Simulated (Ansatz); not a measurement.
**MgZn₅S₆: computed properties**

Level of theory: Ansatz 0.2.0, DFT PBE, scalar-relativistic, plane waves, PAW.

Plane waves to 420 eV, a k mesh through Γ of 6×6×4 on the computed 12-atom cell and Gaussian smearing (0.02 eV); no spin polarisation.

The structure is relaxed at this level of theory with its symmetry kept, and needn't be the ground state of this composition.

Space group P31m (No. 157). a = 6.719 Å, b = 6.719 Å, c = 6.341 Å, α = 90.00°, β = 90.00°, γ = 120.00°
```tsv
atom	site	symmetry	x	y	z
Mg	1a	3.m	0.0000	0.0000	0.5039
Zn	3c	..m	0.3368	0.3368	0.0052
Zn	2b	3..	0.6667	0.3333	0.5048
S	3c	..m	0.3443	0.3443	0.3773
S	2b	3..	0.6667	0.3333	0.8782
S	1a	3.m	0.0000	0.0000	0.8927
```

| Property | Result |
| --- | --- |
| Space group | P31m (No. 157) |
| Volume per atom | 139.4 bohr³ |
| Formation energy from the elements' standard states (uncorrected) | -0.918 eV/atom |
| Kohn–Sham band gap | 2.25 eV, direct at Γ |
| Orbital (Löwdin) character of the top 1 eV of the valence band | S 3p 89 %, Zn 3d 7 % |
| Orbital (Löwdin) character of the lowest 1 eV of the conduction band | Zn 4s 52 %, S 3s 24 %, S 3p 15 %, unprojected 4 % |
| Electron masses at the edge by direction of the standard setting (m_e; one valley, along these axes only; no spin-orbit coupling) | x: 0.19; y: 0.19; z: 0.18 |
| Hole masses at the edge by direction of the standard setting (m_e; one valley, along these axes only; no spin-orbit coupling) | x: 1.8, 0.19; y: 1.8, 0.19; z: 1.8, 1.8 |

The cell was found from a structure generator's guess, not taken from experiment. Kohn–Sham gaps at this level usually fall short of measured ones. Löwdin shares on free-atom orbitals overweight diffuse shells in the empty bands.
